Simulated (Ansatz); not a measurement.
# ScAl (Pm-3m): what a change of settings does

```
Sc Al
1.0
     3.34642    0.00000    0.00000
     0.00000    3.34642    0.00000
     0.00000    0.00000    3.34642
Sc Al
1 1
Direct
  0.50000 0.50000 0.50000
  0.00000 0.00000 0.00000
```

Conventional cell: a = 3.346 Å, b = 3.346 Å, c = 3.346 Å, α = 90.00°, β = 90.00°, γ = 90.00°. Around Sc (atom 1) lie 8 Al at 2.90 Å. Al (atom 2) is surrounded by 8 Sc at 2.90 Å.

Level of theory, where no other is named: PBEsol, PAW on Ansatz 0.2.0's default frozen-core files (fitted under PBE), scalar-relativistic. k mesh 14×14×14, strains of ±0.005, Fermi-Dirac smearing of 0.100 eV, cutoff 420 eV. The cell was relaxed by PAW under this functional. This phase needn't be the one found at ambient conditions.

With these settings the run gives C11 = 96.4, C44 = 94.5 GPa and B_V = 80.5 GPa (clamped ions).

(1) The run is repeated in the same cell with kpoints.mp_grid.grid from [14, 14, 14] to [9, 9, 9]. What moves, and by how much?

## Answers

(1) C11: +3.08 %; C44: -0.23 %; B_V: -0.8 %. These settings are too loose or unsuited for a converged value.

Known limits: frozen-core PAW files fitted under PBE, their cores solved anew for the functional of the run; responses of metals move with mesh and smearing; the softest shear constant rests on one k mesh, and a soft shear can herald a distortion on cooling.
